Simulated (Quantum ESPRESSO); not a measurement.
# Moving one atom in GeGaSiN2PO

Calculated results; nothing here was measured. They come from pw.x of Quantum ESPRESSO 7.5, a plane-wave density functional program, with PseudoDojo standard norm-conserving files (v0.5 for PBE, v0.4.1 for LDA and PBEsol). The cells are made up: elements, strain and atom displacements were drawn at random, and nothing was relaxed. There is no spin polarisation, spin-orbit coupling or dispersion term.

The cell has 8 sites of a wurtzite lattice (rectangular cell). Sites 1 to 4 hold Ge empty Ga Si; sites 5 to 8 hold N P N O. Cell vectors in Å: (3.405, -0.025, -0.021); (-0.043, 5.857, -0.042); (-0.035, -0.040, 5.477). Settings: PBE, cutoff 1143 eV, 5 x 4 x 4 k mesh shifted by half a step, Fermi-Dirac smearing of 0.025 eV.

Each run shifts the N atom on site 7 along x and leaves all else fixed. Site 1 is one of its nearest neighbours. E is the free energy of the cell above the lowest run shown. The last column is band 27 less band 26 at Gamma, from a band step after each run.

| run | shift (Å) | Fx on site 7 (eV/Å) | Fx on site 1 (eV/Å) | P (GPa) | E (meV) | level step at Gamma (eV) |
| --- | --- | --- | --- | --- | --- | --- |
| 1 | -0.1040 | 0.241 | -0.104 | -2.83 | 6.0 | 0.849 |
| 2 | -0.0820 | 0.136 | -0.042 | -2.84 | 1.8 | 0.849 |
| 3 | -0.0598 | 0.030 | 0.020 | -2.83 | 0.0 | 0.848 |
| 4 | -0.0427 | -0.052 | 0.068 | -2.82 | 0.2 | 0.848 |
| 6 | 0.0887 | -0.731 | 0.484 | -2.43 | 50.2 | 0.853 |
| 7 | 0.1231 | -0.938 | 0.618 | -2.25 | 78.9 | 0.855 |
| 5 | 0.0403 | ? | ? | ? | ? | ? |

A rerun of one of these cells at 1437 eV and k mesh 7 x 6 x 6 moved values by no more than 0.009 eV in the cell's energy, 0.07 GPa in stress and 0.018 eV/Å in force.

## Worked fit

A parabola through the six runs shown gives Fx on site 7 = -0.263 - 5.10 u - 2.8 u² eV/Å, with u in Å and a scatter of 0.006 eV/Å. Minus the slope, 5.10 ± 0.15 eV/Å², is this atom's force constant along x at u = 0, with its periodic images moving too. The fitted force vanishes at u = -0.053 Å, where the energy should be lowest along this line. The error is the larger of the fit's own and the change that a cubic makes, rounded up.

## Withheld run

Question: what Fx on site 7 should run 5 give?

The fit gives -0.473 eV/Å. The calculation gave -0.465 eV/Å.

| run | shift (Å) | Fx on site 7 (eV/Å) | Fx on site 1 (eV/Å) | P (GPa) | E (meV) | level step at Gamma (eV) |
| --- | --- | --- | --- | --- | --- | --- |
| 5 | 0.0403 | -0.465 | 0.317 | -2.63 | 21.4 | 0.850 |